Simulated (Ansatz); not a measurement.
Starting cell, CoO (rock salt):

```xyz
2
Lattice="0.0000 2.1239 2.1239 2.1239 0.0000 2.1239 2.1239 2.1239 0.0000" Properties=species:S:1:pos:R:3 pbc="T T T"
O      0.0000     0.0000     0.0000
Co     2.1239     2.1239     2.1239
```

Two-dimensional scan of atom 2 (Co, nearest neighbour O at 2.124 Å; its periodic images, 3.0 Å or more away, move with it): u runs along (1.000, 0.000, 0.000), v along (0.000, 0.000, 1.000) (Cartesian). Cell and other atoms are fixed.

The numbers are results of PBE (plane waves to 420 eV, PAW, scalar-relativistic; Ansatz, a quantum-chemistry and plane-wave program), not measurements. k mesh 15×15×15 (Γ-centred), Fermi-Dirac smearing 0.05 eV. The magnetisation changes by over a third across the map, so nothing is fitted. With partly filled bands, energies and forces of such displacements shift with the k mesh and the smearing. Fu and Fv are the components of the force on the atom. CoO is run spin-polarised and with no Hubbard U; the real compound is an antiferromagnetic insulator, a state that this run doesn't describe. CoO was relaxed with its symmetry unable to fall. Relaxed CoO ends ferromagnetic. The magnetic order is the one the run started from; other orders were not tried. 

Question: Give the computed Fu (eV/Å) at all points of the grid u = -0.530, -0.353, -0.177, 0.000, 0.177, 0.353, 0.530 by v = -0.530, -0.353, -0.177, 0.000, 0.177, 0.353, 0.530.

Answer: Fu (eV/Å), with u across and v down:

```csv
v \ u,-0.530,-0.353,-0.177,0.000,0.177,0.353,0.530
-0.530,1.77,-0.78,-0.78,0.00,0.78,0.78,-1.77
-0.353,3.98,1.51,-0.01,0.00,0.01,-1.51,-3.98
-0.177,6.86,2.36,0.40,0.00,-0.40,-2.36,-6.86
0.000,7.48,2.58,0.53,0.00,-0.53,-2.58,-7.48
0.177,6.86,2.36,0.40,0.00,-0.40,-2.36,-6.86
0.353,3.98,1.51,-0.01,0.00,0.01,-1.51,-3.98
0.530,1.77,-0.78,-0.78,0.00,0.78,0.78,-1.77
```

(For displaced atoms, the force is minus the slope of the energy, and its curvature is a force constant, which sets phonon frequencies.)
